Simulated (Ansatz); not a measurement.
CaPd2 in space group I4/mmm (No. 139; Pd on 4d, Ca on 2a) under volume change, plane-wave PAW PBEsol (Ansatz code), shape and atoms relaxed at each volume.

```
V (Å³/atom)  E − E(relaxed) (meV/atom)  P (GPa)
-----------  -------------------------  -------
19.272                            50.3     9.19
19.907                            21.1     5.62
20.543                             5.0     2.58
21.178                             0.0     0.00
21.813                             4.5    -2.20
22.449                            17.0    -4.07
23.084                            36.4    -5.65
```

Task: What does a third-order Birch–Murnaghan fit give for V₀, B₀ and B′?

Result: V₀ = 21.18 Å³/atom, B₀ = 79.3 GPa, B′ = 4.4.

The workflow started from an entry of the Crystallography Open Database (COD). Whether it is the stable phase at ambient conditions was not checked. The PBEsol relaxation kept the symmetry of its start; whether a distortion lowers the energy is not shown. No spin polarisation was allowed. The volume moved by -23 % from the start of the relaxation. The volume fell by over 15 % from the filed cell, which may lack light atoms or belong to other conditions.

Potentials: the later of the program's two PAW sets.
